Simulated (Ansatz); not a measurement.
Molecular dynamics on a 2×2×2 supercell (32 atoms) of NaHF2 (R-3m), relaxed with r2SCAN+rVV10. Forces come from r2SCAN in the PAW code Ansatz: a Nosé-Hoover thermostat at fixed volume, 600 K, steps of 1 fs. Computed, non-magnetic; the trajectory is short and the cell small, so nothing here is a converged average.

```yaml
crystal:
  lattice:
    - [3.3954321378, 1.9603536588, 9.1384778461]
    - [-3.3954321378, 1.9603536588, 9.1384778461]
    - [0.0, -3.9207073176, 9.1384778461]
  atoms:
    - { symbol: Na, position: [0.0, 0.0, 0.0] }
    - { symbol: H, position: [0.25, 0.25, 0.25] }
    - { symbol: F, position: [0.208619467, 0.208619467, 0.208619467] }
    - { symbol: F, position: [0.291380533, 0.291380533, 0.291380533] }
    - { symbol: Na, position: [0.0, 0.0, 0.5] }
    - { symbol: H, position: [0.25, 0.25, 0.75] }
    - { symbol: F, position: [0.208619467, 0.208619467, 0.708619467] }
    - { symbol: F, position: [0.291380533, 0.291380533, 0.791380533] }
    - { symbol: Na, position: [0.0, 0.5, 0.0] }
    - { symbol: H, position: [0.25, 0.75, 0.25] }
    - { symbol: F, position: [0.208619467, 0.708619467, 0.208619467] }
    - { symbol: F, position: [0.291380533, 0.791380533, 0.291380533] }
    - { symbol: Na, position: [0.0, 0.5, 0.5] }
    - { symbol: H, position: [0.25, 0.75, 0.75] }
    - { symbol: F, position: [0.208619467, 0.708619467, 0.708619467] }
    - { symbol: F, position: [0.291380533, 0.791380533, 0.791380533] }
    - { symbol: Na, position: [0.5, 0.0, 0.0] }
    - { symbol: H, position: [0.75, 0.25, 0.25] }
    - { symbol: F, position: [0.708619467, 0.208619467, 0.208619467] }
    - { symbol: F, position: [0.791380533, 0.291380533, 0.291380533] }
    - { symbol: Na, position: [0.5, 0.0, 0.5] }
    - { symbol: H, position: [0.75, 0.25, 0.75] }
    - { symbol: F, position: [0.708619467, 0.208619467, 0.708619467] }
    - { symbol: F, position: [0.791380533, 0.291380533, 0.791380533] }
    - { symbol: Na, position: [0.5, 0.5, 0.0] }
    - { symbol: H, position: [0.75, 0.75, 0.25] }
    - { symbol: F, position: [0.708619467, 0.708619467, 0.208619467] }
    - { symbol: F, position: [0.791380533, 0.791380533, 0.291380533] }
    - { symbol: Na, position: [0.5, 0.5, 0.5] }
    - { symbol: H, position: [0.75, 0.75, 0.75] }
    - { symbol: F, position: [0.708619467, 0.708619467, 0.708619467] }
    - { symbol: F, position: [0.791380533, 0.791380533, 0.791380533] }
kpoints:
  mp_grid: { grid: [2, 2, 2] }
hamiltonian:
  xc: r2scan
scf:
  occupations: { method: fermi_dirac, width: 0.052 }
md:
  ensemble: nvt_nose_hoover
  temperature: 600
  timestep: 1.0
  n_steps: 20
  initial_velocities: maxwell_boltzmann
  seed: 6147
```

Command: `ansatz run input.yaml --threads 4 --pin off --max-ram 3686MiB --backend cpu --events-out ev --progress --plain --runs-dir out`. It took 6.9 min on 4 threads of Arm Neoverse N1 (shared host), load about 0.9 per core; peak host memory 2.2 GiB.

```csv
step,t (fs),T (K),free energy F from step 0 (meV/atom),kinetic energy (meV/atom),largest force (eV/Å)
0,0,600,0.0,75.1,0.03
1,1,591,1.1,74.0,0.38
2,2,566,4.3,70.9,0.85
3,3,531,8.7,66.5,1.33
4,4,495,13.3,62.0,1.70
5,5,467,16.9,58.4,1.86
6,6,449,19.1,56.2,1.81
7,7,441,20.1,55.2,1.65
8,8,440,20.3,55.1,1.58
9,9,442,20.0,55.3,1.96
10,10,446,19.5,55.9,2.34
11,11,452,18.7,56.6,2.57
12,12,458,18.0,57.4,2.52
13,13,459,17.8,57.5,2.19
14,14,451,18.9,56.4,1.72
15,15,431,21.4,54.0,1.42
16,16,406,24.7,50.8,1.43
17,17,380,28.0,47.6,1.38
18,18,358,30.8,44.8,1.22
19,19,340,33.1,42.6,1.16
20,20,327,34.7,41.0,1.16
```

The temperature goes from 600 K to 327 K in 20 fs. The thermostat hasn't had time to restore it. The atoms start on their lattice sites with kinetic energy alone, so much of it first passes into potential energy. By the last step the atoms have moved 0.17 Å in the root mean square, the drift of the whole cell taken out, 0.30 Å at most.

Positions (Å) and forces (eV/Å) at step 20:
```
Na  -0.150   0.062   0.093     0.545  -0.211  -0.258
H   -0.016  -0.037   6.881     0.106   0.160  -0.607
F   -0.181   0.059   5.750     0.270  -0.213  -0.028
F    0.216  -0.064   7.944    -0.548   0.264   0.476
Na   0.136  -1.931   4.604    -0.305   0.054  -0.162
H    0.227  -2.088  11.453    -0.620   0.454   0.080
F    0.151  -1.905  10.312    -0.095  -0.330  -0.180
F    0.067  -2.097  12.548    -0.013  -0.055   0.139
Na  -1.798   0.973   4.720    -0.136   0.109  -0.206
H   -1.895   1.158  11.287     0.817  -0.698   0.160
F   -1.785   0.986  10.205    -0.179   0.231  -0.067
F   -1.715   1.095  12.468    -0.384   0.148  -0.031
Na  -1.570  -1.090   8.994    -0.323   0.910   0.640
H   -1.671  -1.075  16.064    -0.228   0.329  -0.083
F   -1.688  -0.894  14.933     0.264  -0.284  -0.221
F   -1.735  -1.154  17.172    -0.031   0.145   0.014
Na   1.648   0.992   4.645     0.095  -0.046  -0.066
H    1.815   1.055  11.628    -0.459  -0.434  -0.444
F    1.795   0.991  10.400    -0.206   0.195   0.097
F    1.658   0.942  12.677     0.738   0.505  -0.232
Na   1.643  -0.937   9.129     0.923  -0.300   0.436
H    1.696  -0.845  15.909     0.171  -0.159  -0.266
F    1.692  -0.885  14.822    -0.073  -0.029  -0.283
F    1.786  -0.879  17.055    -0.258  -0.504   0.366
Na   0.013   1.985   9.003     0.164  -0.169   0.456
H   -0.253   2.006  16.025     0.766  -0.664  -0.294
F   -0.174   1.869  14.832    -0.181   0.311   0.236
F   -0.043   1.909  17.087    -0.261   0.350   0.292
Na   0.028  -0.011  13.538    -0.631  -0.165   0.313
H    0.014  -0.125  20.558    -0.019   0.654   0.008
F    0.010   0.004  19.441     0.111  -0.426   0.778
F    0.008  -0.034  21.798    -0.018  -0.132  -1.062
```
